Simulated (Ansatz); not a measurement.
One crystal and one scan (scan of one atom of the cell) at two levels, PBE (plane waves to 420 eV, PAW, scalar-relativistic; Ansatz, a first-principles code) and PBEsol (plane waves to 420 eV, PAW, scalar-relativistic; Ansatz), each from its own relaxed cell and on its own mesh.

The crystal is KBr (rock salt); one Br atom of a 2-atom cell moves by s along Cartesian [111], with its periodic images.

The energy includes the smearing's −TS. KBr was relaxed with its symmetry unable to fall.

```csv
quantity,run 1,run 2
Lattice constant a (Å),6.550,6.705
Force constant k = d²E/ds² at s = 0 (finite differences) (eV/Å²),1.20,0.97
Zone-centre optical wavenumber from k (transverse: no LO-TO term) (cm⁻¹),112,100
```

### Question
Which run is which level?

### Answer
Run 2 is PBE, run 1 is PBEsol. PBE gives the higher value for: lattice constant a. PBE gives the lower value for: force constant k = d²E/ds² at s = 0; zone-centre optical wavenumber from k. Both give the same shape of the curve: a single well with its minimum at or next to zero displacement. Neither level is exact: the differences show how much the result hangs on the functional.

(A displaced cell: forces are minus the slopes of the energy, force constants its curvatures, and phonons follow from these.)
